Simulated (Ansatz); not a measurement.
# 121Sb nuclear quadrupole resonance in Zn3Sb4O6F6

Cell: a refined structure from the COD whose atoms were relaxed with PBE, the cell held.

Space group I-43m (No. 217); a = 8.1291 Å.

```
site  Wyckoff  site symmetry       x       y       z
  Zn       6b          -42.m  0.5000  0.0000  0.0000
  Sb       8c            .3m  0.8368  0.1632  0.1632
   O      12e           2.mm  0.7488  0.0000  0.0000
   F      12d           -4..  0.5000  0.0000  0.2500
```

One atom of each set is listed; the run and its k-mesh use a cell of 19 atoms with edges of 7.04, 7.04, 7.04 Å.

All values are calculated (Ansatz; DFT, PBE, plane waves and PAW, scalar-relativistic, 420 eV cutoff, Γ-centred 4×4×4 k-points, Fermi–Dirac smearing 0.02 eV), not measured.

121Sb: I = 5/2, Q = -543.0 mb (year-2017 value). Static lattice, zero field.

Task: The simulated lines lie at 71.3, 142.6 MHz. What are |C_Q|, η and |V_zz| at Sb?

Result: For I = 5/2 and η = 0 the lines are 3|C_Q|/20 and twice that; η pulls their ratio below 2. Here |C_Q| = 475 MHz, η = 0.00 and |V_zz| = 36.2 × 10²¹ V/m². The calculation gives V_zz negative; the lines don't show the sign. The site has 3 O at 2.01 Å.

An axis of threefold or higher order runs through Sb, so V_zz lies along it and η is zero.

At this cell the PBE pressure is 5 GPa, so with PBE the cell would grow if it were relaxed. Without spin–orbit coupling (the program notes it for Sb) the gradients are little affected as a rule: paired runs on crystals with a gap mostly move them by under 2 % at such atoms. With these PAW files V_zz is typically within 2 to 3 % of all-electron values, but misses above 10 % occur on Sb.

The relaxation (5 steps) took 41 s of wall time (41 s of CPU time) and 0.75 GiB at its peak, on 1 thread of AMD EPYC 9R14 (Zen 4) (x86_64; 4 cores open to the job, memory cap 3.0 GiB, no GPU), a shared host with a load of 0.2 a core.
